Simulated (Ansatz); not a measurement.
HfO2 (fluorite)

```yaml
crystal:
  lattice:
    - [0.00000, 2.54880, 2.54880]
    - [2.54880, 0.00000, 2.54880]
    - [2.54880, 2.54880, 0.00000]
  atoms:
    - { symbol: Hf, position: [0.00000, 0.00000, 0.00000] }
    - { symbol: O, position: [0.25000, 0.25000, 0.25000] }
    - { symbol: O, position: [0.75000, 0.75000, 0.75000] }
```

Scan: atom 2 (O, nearest neighbour Hf at 2.207 Å; its periodic images, 3.6 Å or more away, move with it) is displaced along Cartesian [110], direction (0.707, 0.707, 0.000) in Cartesian axes, by s. The other atoms stay.

Computed with PBE (plane waves to 420 eV, PAW, scalar-relativistic; Ansatz, a first-principles code). k mesh 9×9×9 (Γ-centred), Fermi-Dirac smearing 0.05 eV. F⊥ is the part of the force across the line. HfO2 is run without spin polarisation. HfO2 was relaxed with its symmetry unable to fall. Spin-orbit coupling is left out, though Hf is heavy. This is a high-temperature form of HfO2. 

```csv
s (Å),|F⊥| (eV/Å)
-0.220,0.651
-0.176,___
-0.132,___
-0.088,0.102
-0.044,0.025
0.000,0.000
0.044,0.025
0.088,0.102
0.132,___
0.176,___
0.220,0.651
```

### Question
What belongs in the gaps?

### Answer

- -0.176, |F⊥| (eV/Å): 0.413
- -0.132, |F⊥| (eV/Å): 0.230
- 0.132, |F⊥| (eV/Å): 0.230
- 0.176, |F⊥| (eV/Å): 0.413

(For displaced atoms, the force is minus the slope of the energy, and its curvature is a force constant, which sets phonon frequencies.)
